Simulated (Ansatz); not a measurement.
A geometry of Pd away from equilibrium: step 3 of the relaxation of a relaxed Pd cell displaced along its unstable phonon at q = (½, ½, ½) of its primitive reciprocal cell (36i cm⁻¹), largest move 0.15 Å. The numbers are results of PBE (plane waves to 420 eV, PAW, scalar-relativistic; Ansatz, a first-principles code), not measurements. Γ-centred k-mesh 14×14×14 on the run's cell (coarser than for final values), Fermi–Dirac smearing 0.05 eV.

```
Pd
1.0
    2.73997     1.57688     9.63000
    0.00000     1.57688     9.63000
    1.36999    -0.80426     9.63255
Pd
4
Direct
  0.04157   0.17145   0.91686
  0.36908   0.99855   0.26184
  0.63092   0.00145   0.73816
  0.95843   0.82855   0.08314
```

**Question.** What forces act on the atoms (eV/Å)?

**Answer.** 
```
atom    Fx     Fy     Fz
----  ----  -----  -----
Pd1   0.00   0.17  -0.07
Pd2   0.00  -0.24  -0.10
Pd3   0.00   0.24   0.10
Pd4   0.00  -0.17   0.07
```

**Question.** What is the pressure?

**Answer.** 0.0 GPa, compression positive.

**Question.** How far above the relaxed end point is this geometry?

**Answer.** 0.07 eV/atom; the path ends in R-3m (No. 166).

No spin polarisation in the result. A magnetic state may lie lower.

The run could not lose the symmetry of its start: the end is stationary, and may be a saddle point rather than a minimum.

The end of the path is a generated cell of Pd: the first start was made by placing the elements on the sites of a structure type, and the end was not matched to a known phase here, so it may be hypothetical. Known forms of Pd include space group No. 225.
